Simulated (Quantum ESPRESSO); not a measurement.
Parts of the isotropic shielding in PbF₂, by PBE GIPAW (a modified build of Quantum ESPRESSO, JTH PAW datasets), 22.5 Ha, k-mesh 4×4×4 shifted:

```xyz
3
Lattice="0.0000 2.9432 2.9875 2.9432 0.0000 2.9875 2.9432 2.9432 0.0000" Properties=species:S:1:pos:R:3 pbc="T T T"
Pb     0.0000     0.0000     0.0000
F      4.4147     4.4147     4.4813
F      1.4716     1.4716     1.4938
```
The cell was made here from a computed Materials Project entry: strained by +1 % along the cube axis and by -0.5 % across it, atoms relaxed (PBE without dispersion, pw.x of Quantum ESPRESSO, symmetry kept). The parent is PbF2 in Fm-3m; whether this form has been observed was not checked. Stability against distortions was not tested.

The core term is that of the free atom's frozen core; the paramagnetic column sums the reconstruction terms. Shieldings are absolute and leave out the bulk-susceptibility term; a larger σ means a smaller chemical shift. In our sweeps, cutoffs and meshes of this size left a few ppm, and up to some 20 ppm on atoms from Zn on. Spin–orbit coupling is left out; its weight grows with the heaviest atom, Pb here.

```
site             core  bare (smooth current)  diamagnetic correction  paramagnetic corrections  σ_iso (ppm)
--------------  -----  ---------------------  ----------------------  ------------------------  -----------
F (atoms 2, 3)  306.4                   62.9                    50.5                (withheld)   (withheld)
```

Q: Fill in the missing entries.

A: 
- F (atoms 2, 3), paramagnetic corrections: -258.5
- F (atoms 2, 3), σ_iso (ppm): 161.3
